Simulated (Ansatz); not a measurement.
CaLa₃: a bulk modulus from differences

It was reached by relaxing an invented guess, and it needn't be the stable form of this composition.

Theory: DFT PBE, scalar-relativistic, plane waves, PAW in Ansatz. Settings of the last relaxation (4-atom cell): 420 eV, 10×10×10 k points, Gaussian smearing of 0.10 eV, no spin polarisation.

```cif
data_structure
_symmetry_space_group_name_H-M 'P 1'
_symmetry_Int_Tables_number 1
_cell_length_a 5.3319
_cell_length_b 5.3319
_cell_length_c 5.3319
_cell_angle_alpha 90.000
_cell_angle_beta 90.000
_cell_angle_gamma 90.000
_cell_volume 151.58
loop_
_atom_site_label
_atom_site_type_symbol
_atom_site_fract_x
_atom_site_fract_y
_atom_site_fract_z
_atom_site_occupancy
Ca1 Ca 0.00000 0.00000 0.00000 1
La1 La 0.00000 0.50000 0.50000 1
La2 La 0.50000 0.00000 0.50000 1
La3 La 0.50000 0.50000 0.00000 1
```

The cell was set to several volumes, with shape and atoms relaxed at each where symmetry leaves them free. Pressure is positive in compression, and energies count from the lowest row. No row has a gap on its mesh.

```
row  V (Å³/atom)  P (GPa)  ΔE (meV/atom)
  1       33.348     3.71           48.2
  2       34.485     2.61           26.0
  3       35.622        ?              ?
  4       36.759     0.77            2.6
  5       37.895     0.00            0.0
  6       39.032    -0.68            2.7
  7       40.169    -1.29            9.9
  8       41.685    -1.99           25.8
```

**Question.** Find B = −V·ΔP/ΔV from rows 4 and 6 and from rows 1 and 2, and from the two its slope B′ and its value B0 at zero pressure.

**Answer.** Rows 4 and 6 give −(36.759 + 39.032)/2 × (-0.68 − (0.77))/(39.032 − 36.759) = 24.2 GPa at a mean pressure of 0.04 GPa. Rows 1 and 2 give −(33.348 + 34.485)/2 × (2.61 − (3.71))/(34.485 − 33.348) = 32.8 GPa at a mean pressure of 3.16 GPa. So B′ = (32.8 − 24.2)/(3.16 − (0.04)) = 2.76 and B0 = 24.2 − 2.76 × (0.04) = 24.1 GPa. A third-order Birch–Murnaghan fit to all the energies gives B0 = 24.4 GPa and B′ = 2.9.

**Question.** Estimate the pressure and energy of row 3.

**Answer.** From row 5, V0 = 37.895 × (1 + (0.00)/24.1) = 37.895 Å³/atom. Murnaghan's form P = (B0/B′)·[(V0/V)^B′ − 1] gives (24.1/2.76) × [(37.895/35.622)^2.76 − 1] = 1.63 GPa; the computed pressure is 1.64 GPa, so the estimate is off by -0.01 GPa. The work of compression from row 4, with the mean of the two pressures, gives ΔE = 2.6 + (1.63 + 0.77)/2 × (36.759 − 35.622)/160.2 × 1000 = 11.1 meV/atom (1 eV/Å³ = 160.2 GPa); the computed value is 11.1 meV/atom.

The cell is a metal run without spin; a magnetic state may lie lower. All volumes keep the k mesh of the relaxed cell. Symmetry constrained the relaxation, so the result can be a saddle point.
